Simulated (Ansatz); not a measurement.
Computed with DFT PBE, scalar-relativistic, plane waves, PAW (Ansatz 0.2.0). Settings: cutoff 420 eV, Γ-centred meshes spaced at most about 0.3 Å⁻¹, and about 0.25 Å⁻¹ or finer for metals (2π included), Gaussian smearing. Collinear spin in cells that started with moments and kept them past the coarse steps, no spin elsewhere.

Each of these unrelaxed guesses is relaxed in cell and atoms within its symmetry. A guess keeps its type if space group and coordination stay and the shape of the cell changes little (axis ratios within about 15 %, angles within 6°); the volume may change.

1. BeTe3

```
Be Te
1.0
     0.00000    3.73206    3.73206
     3.73206    0.00000    3.73206
     3.73206    3.73206    0.00000
Be Te
1 3
Direct
  0.00000 0.00000 0.00000
  0.25000 0.25000 0.25000
  0.75000 0.75000 0.75000
  0.50000 0.50000 0.50000
```

2. CsLaGe

```
Cs La Ge
1.0
     3.47285    2.00505    5.61427
    -3.47285    2.00505    5.61427
     0.00000   -4.01010    5.61427
Cs La Ge
2 2 2
Direct
  0.50000 0.50000 0.50000
  0.00000 0.00000 0.00000
  0.33940 0.33940 0.33940
  0.66060 0.66060 0.66060
  0.78012 0.78012 0.78012
  0.21988 0.21988 0.21988
```

3. ScMnC4N4 (collinear spin from parallel moments)

```
Sc Mn C N
1.0
     6.02985    0.00000    0.00000
     0.00000    6.02985    0.00000
     0.00000    0.00000    6.02985
Sc Mn C N
1 1 4 4
Cartesian
  0.0000 0.0000 0.0000
  3.0149 3.0149 3.0149
  1.1674 1.1674 1.1674
  1.1674 4.8624 4.8624
  4.8624 1.1674 4.8624
  4.8624 4.8624 1.1674
  1.8429 1.8429 1.8429
  1.8429 4.1869 4.1869
  4.1869 1.8429 4.1869
  4.1869 4.1869 1.8429
```

Question: Which keep their type?

Answer: Guesses 1 and 3 keep their type.

| guess | kept | start group | end group | V start (Å³/atom) | V end | b/a and c/a, end over start | nearest neighbours start | nearest neighbours end |
| --- | --- | --- | --- | --- | --- | --- | --- | --- |
| 1 | yes | Fm-3m | Fm-3m | 26.0 | 24.6 | 1.00, 1.00 | Be 8, Te 8 | Be 8, Te 8 |
| 2 | no | R-3m | R-3m | 39.1 | 46.3 | 1.00, 2.32 | Cs 2/8, Ge 1, La 1 | Cs 2/12, Ge 4, La 7 |
| 3 | yes | P-43m | P-43m | 21.9 | 24.5 | 1.00, 1.00 | C 1, Mn 4, N 1, Sc 4 | C 1, Mn 4, N 1, Sc 4 |

Neighbours count within 15 % of an atom's shortest distance; end groups are read at 0.02 Å (0.05 Å in metals).

Spin–orbit coupling, which can matter for Te, is left out. Another magnetic order may lie lower. Cells relaxed within their symmetry can be saddle points.

In counts of neighbours, a slash parts the counts of unlike sites.
